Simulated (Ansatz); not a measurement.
Values for one crystal, relaxed and computed with plane-wave PAW r²SCAN (Ansatz code); other levels are named.

* **Volume per atom**: 14.14 Å³
* **Electronic character**: metallic (no gap)
* **Formation energy from the elements (no fitted shifts)**: -0.17 eV/atom
* **Density of states at the Fermi level**: 0.82 states/eV per atom (mean over ±0.08 eV)

Question: Pick the material that matches.
A) Pr3In, Cu3Au type
B) ScCd, CsCl type
C) YPd3, Cu3Au type
D) TcIr3, P6_3/mmc (Tc on 2d, Ir on 6h)

Answer: D, TcIr3, P6_3/mmc (Tc on 2d, Ir on 6h)

The first step of the workflow began from a Materials Project structure, measured or hypothetical; the Crystallography Open Database copy checked does not list it. With Tc and Ir taken as one species the cell has the higher symmetry P6_3/mmc, so it may be an ordered model of a mixed-site phase. Its standing as an ambient phase is unchecked. Symmetry was held in the r²SCAN relaxation; whether a distortion lowers the energy is not shown. The run is not spin-polarised. The references are the lowest solids computed at this level, not always the standard phases. Spin–orbit coupling is left out wherever it is not named.

Potentials: the later of the program's two PAW sets.
